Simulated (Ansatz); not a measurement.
## TiO₂: do the settings matter for the field gradients?

Cell: a structure deposited in the COD, atoms as given.

Space group I4_1/amd:1 (No. 141); a = 3.7842, c = 9.5146 Å.

| site | Wyckoff | site symmetry | x | y | z |
| --- | --- | --- | --- | --- | --- |
| Ti | 4a | -4m2 | 0.0000 | 0.0000 | 0.0000 |
| O | 8e | 2mm. | 0.0000 | 0.0000 | 0.2081 |

One atom of each set is listed; the run and its k-mesh use a cell of 6 atoms with edges of 5.46, 5.46, 5.46 Å.

Reference run. Method: Kohn–Sham DFT in Ansatz, PBE, plane waves and PAW, scalar-relativistic, 420 eV cutoff, Γ-centred 11×11×11 k-points, Fermi–Dirac smearing 0.02 eV.

Problem. The input is changed as follows: `scf.occupations.method`: fermi_dirac → gaussian; `scf.occupations.width`: 0.02 → 0.025. What happens to V_zz (10²¹ V/m²) and η?

Solution. 

```
site  V_zz reference  η reference  V_zz changed  η changed
  Ti            0.80         0.00          0.80       0.00
   O            1.86         0.38          1.86       0.38
```

All printed values agree. The gap of 2.1 eV is far wider than the smearing, so the levels stay full or empty whatever the smearing's form; with a small gap this would fail. SCF iterations: 7 and 7.

On the reference run: At this cell the PBE pressure is 5 GPa, so with PBE the cell would grow if it were relaxed. The values hang on the deposited positions: relaxing the atoms moves V_zz on Ti from 0.80 to 1.23.
